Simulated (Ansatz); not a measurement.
Relaxed BP (zinc blende):

```
CELL_PARAMETERS angstrom
      0.00000     4.54847     4.54847
      2.27424     0.00000     2.27424
      2.27424     2.27424     0.00000
ATOMIC_POSITIONS crystal
  P  0.37500 0.75000 0.75000
  P  0.87500 0.75000 0.75000
  B  0.00000 0.00000 0.00000
  B  0.50000 0.00000 0.00000
```

A phonon eigenvector at L = (0.5, 0.0, 0.0) is frozen into this cell: atom i moves by Q times the vector below, so Q is the largest atomic displacement, in Å. The cell is held. It is one choice among 2 degenerate patterns. (q is in reciprocal vectors of the primitive cell; the cell shown is doubled to hold the pattern.)

| atom | x | y | z |
|---|---|---|---|
| P1 | 0.285 | -0.520 | 0.805 |
| P2 | -0.285 | 0.520 | -0.805 |
| B3 | -0.263 | 0.479 | -0.742 |
| B4 | 0.263 | -0.479 | 0.742 |

All values below come from PBE (plane waves to 420 eV, PAW, scalar-relativistic; Ansatz, an electronic-structure program). k mesh 6×12×12 (Γ-centred), Fermi-Dirac smearing 0.05 eV. BP was relaxed with its symmetry unable to fall. 

```json
[
 {"Q (Å)": "-0.180", "−dE/dQ from forces (eV/Å)": "2.749"},
 {"Q (Å)": "-0.150", "−dE/dQ from forces (eV/Å)": "2.278"},
 {"Q (Å)": "-0.120", "−dE/dQ from forces (eV/Å)": "1.811"},
 {"Q (Å)": "-0.090", "−dE/dQ from forces (eV/Å)": "1.351"},
 {"Q (Å)": "-0.060", "−dE/dQ from forces (eV/Å)": "0.897"},
 {"Q (Å)": "-0.030", "−dE/dQ from forces (eV/Å)": "0.447"},
 {"Q (Å)": "0.000", "−dE/dQ from forces (eV/Å)": "0.000"},
 {"Q (Å)": "0.030", "−dE/dQ from forces (eV/Å)": "-0.447"},
 {"Q (Å)": "0.060", "−dE/dQ from forces (eV/Å)": "-0.897"},
 {"Q (Å)": "0.090", "−dE/dQ from forces (eV/Å)": "-1.351"},
 {"Q (Å)": "0.120", "−dE/dQ from forces (eV/Å)": "-1.811"},
 {"Q (Å)": "0.150", "−dE/dQ from forces (eV/Å)": "-2.278"},
 {"Q (Å)": "0.180", "−dE/dQ from forces (eV/Å)": "-2.749"}
]
```

Question: What harmonic wavenumber does the curvature at Q = 0 give?

Answer: 225 cm⁻¹. E″ = 14.89 eV/Å², M = Σ mᵢ|uᵢ|² = 80.3 u, ν̃ = 521.5·√(|E″|/M).

(A displaced cell: forces are minus the slopes of the energy, force constants its curvatures, and phonons follow from these.)
